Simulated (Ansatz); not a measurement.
A geometry of Hf away from equilibrium: step 2 of the relaxation of a relaxed Hf cell, doubled along one cell vector, shaken by Gaussian noise of σ = 0.08 Å a coordinate. Calculation: PBEsol (plane waves to 420 eV, PAW, scalar-relativistic; Ansatz, a first-principles code). Γ-centred k-mesh 13×7×13 on the run's cell (coarser than for final values), Fermi–Dirac smearing 0.05 eV.

```yaml
crystal:
  lattice:
    - [-1.76118, 1.73968, 1.75992]
    - [3.47672, -3.48012, 3.47494]
    - [1.75809, 1.73697, -1.76029]
  atoms:
    - { symbol: Hf, position: [0.95841, 0.01293, 0.05354] }
    - { symbol: Hf, position: [0.03396, 0.51301, 0.93309] }
```

Question: Predict the force on each atom, in eV/Å.

Answer: 
| atom | Fx | Fy | Fz |
|---|---|---|---|
| Hf1 | 0.17 | -0.21 | -0.17 |
| Hf2 | -0.17 | 0.21 | 0.17 |

Question: What is the pressure?

Answer: +1.0 GPa, compression positive.

Question: How far above the relaxed end point is this geometry?

Answer: 0.09 eV/atom; the path ends in P6₃/mmc (No. 194) (hcp (Mg type)).

No spin polarisation in the result.

The run could not lose the symmetry of its start.

Of the parent cell (Im-3m (No. 229)): This is a known allotrope of Hf, reached from a generated start. Known forms of Hf include space group No. 194.
